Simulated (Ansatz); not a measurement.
Cu:
```
Cu
1.0
    2.51417     0.00000     0.00000
   -1.25708     2.17733     0.00000
    0.00000     0.00000     8.26593
Cu
4
Cartesian
  0.00000   0.00000   0.00000
  0.00000   0.00000   4.13297
  0.00000   1.45156   2.06648
  1.25708   0.72578   6.19945
```

Relaxed with PBEsol. Special points in fractions of this cell's reciprocal vectors: Γ (0.000, 0.000, 0.000); M (0.500, 0.000, 0.000); K (0.333, 0.333, 0.000); A (0.000, 0.000, 0.500); L (0.500, 0.000, 0.500); H (0.333, 0.333, 0.500).

Q: List the band energies nearest the Fermi level at these points for DFT-PBEsol in the program Ansatz with PAW potentials.

A: In eV from the Fermi level; about four levels below and three above (degenerate sets whole), none deeper than 8.9 eV; points with the same levels are listed once.

```tsv
k	below	above
Γ	-2.01 -2.01 -1.70 -1.70 -1.31	3.82 12.55 12.55
M	-1.56 -1.56 -1.54 -0.78	0.25 0.96 1.52
K	-1.88 -1.82 -1.82 -1.74	3.25 3.25 3.51
A	-1.83 -1.83 -1.83 -1.83	6.94 6.94 18.98 18.98
L	-1.56 -1.56 -0.02 -0.02	1.31 1.31 5.22 5.22
H	-1.81 -1.81 -1.71 -1.71	3.41 3.41 3.74 3.74
```

Space group P6_3/mmc (dhcp (α-La type)). The workflow started from a Materials Project entry (that database holds measured and hypothetical structures alike); the Crystallography Open Database copy checked does not list it. It is not the phase usual at ambient conditions (space group No. 225). The cell was relaxed with PBEsol under the symmetry of its start; its stability against distortions is not shown here. The run is not spin-polarised.

Potentials: the earlier of the program's two PAW sets. The files were generated under PBE; for other functionals the program regenerates the frozen cores, and for LDA and PBEsol the local potential too.
